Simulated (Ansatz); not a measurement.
HfSi2 in space group Cmcm (No. 63; Si on 4c, Hf on 4c, Si on 4c) at seven volumes, the program Ansatz at the PBE level (PAW), shape and atoms relaxed at each. One row is withheld.

```json
[
 {"V (Å³/atom)": "14.910", "P (GPa)": "14.41"},
 {"V (Å³/atom)": "15.402", "P (GPa)": "?"},
 {"V (Å³/atom)": "15.893", "P (GPa)": "4.17"},
 {"V (Å³/atom)": "16.385", "P (GPa)": "0.01"},
 {"V (Å³/atom)": "16.876", "P (GPa)": "-3.55"},
 {"V (Å³/atom)": "17.368", "P (GPa)": "-6.60"},
 {"V (Å³/atom)": "17.859", "P (GPa)": "-9.21"}
]
```

### Question
Fit the shown pressures and predict the withheld one.

### Answer
P = (3/2)B₀(x^(7/2) − x^(5/2))[1 + (3/4)(B′ − 4)(x − 1)] with x = (V₀/V)^(2/3). Least squares on the six rows gives V₀ = 16.388 Å³/atom, B₀ = 127 GPa, B′ = 3.90. At V = 15.402, x = 1.0422 and P = 8.89 GPa. The run itself gave 8.90 GPa.

Symmetry was held in the PBE relaxation; of distortions, only those at the zone centre were tested. The run is not spin-polarised. Spin–orbit coupling is left out wherever it is not named.

Potentials: the later of the program's two PAW sets.
